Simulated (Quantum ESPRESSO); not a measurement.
# Electric field gradients in KSrBiWO$_{6}$

```
BiKSrWO6
1.0
    0.00000     4.27242     4.27242
    4.27242     0.00000     4.27242
    4.27242     4.27242     0.00000
K Sr Bi W O
1 1 1 1 6
Direct
  0.25000   0.25000   0.25000
  0.75000   0.75000   0.75000
  0.00000   0.00000   0.00000
  0.50000   0.50000   0.50000
  0.72830   0.27170   0.27170
  0.72830   0.27170   0.72830
  0.27170   0.72830   0.72830
  0.27170   0.72830   0.27170
  0.72830   0.72830   0.27170
  0.27170   0.27170   0.72830
```
The cell comes from the Materials Project (a computed structure). It is KSrBiWO6 in F-43m; whether this form has been observed was not checked. Stability against distortions was not tested. Forces on the atoms reach 0.52 eV/Å at this level. The run has no spin polarisation.

Computed: field gradients by the PAW reconstruction of the field gradient on a scalar-relativistic PBE ground state (a modified build of Quantum ESPRESSO, JTH datasets), 22.5 Ha, k-mesh 5×5×5 through Γ.

| site | site symmetry | Vzz (a.u.) | η_Q | ∣C_Q∣ (MHz) |
|---|---|---|---|---|
| K (atom 1) | -43m | 0 | – | 0 (³⁹K) |
| Sr (atom 2) | -43m | 0 | – | 0 (⁸⁷Sr) |
| Bi (atom 3) | -43m | 0 | – | 0 (²⁰⁹Bi) |
| W (atom 4) | -43m | 0 | – | – |
| O (atoms 5, 6, 7, 8, 9, 10) | 2mm | 0.323 | 0.96 | 1.94 (¹⁷O) |

Quadrupole moments taken as inputs (sizes, barn, from the tables of PySCF and pymatgen): ³⁹K 0.0585, ⁸⁷Sr 0.305, ²⁰⁹Bi 0.516, ¹⁷O 0.0256.

Principal values are ordered |Vxx| ≤ |Vyy| ≤ |Vzz|, η = (Vxx − Vyy)/Vzz, and C_Q = eQVzz/h is given by its size. Cores are frozen. Against all-electron runs on small test molecules, this scheme's |Vzz| missed by −2 to +6 % on O. Where η passes 0.9 the sign of Vzz means little.
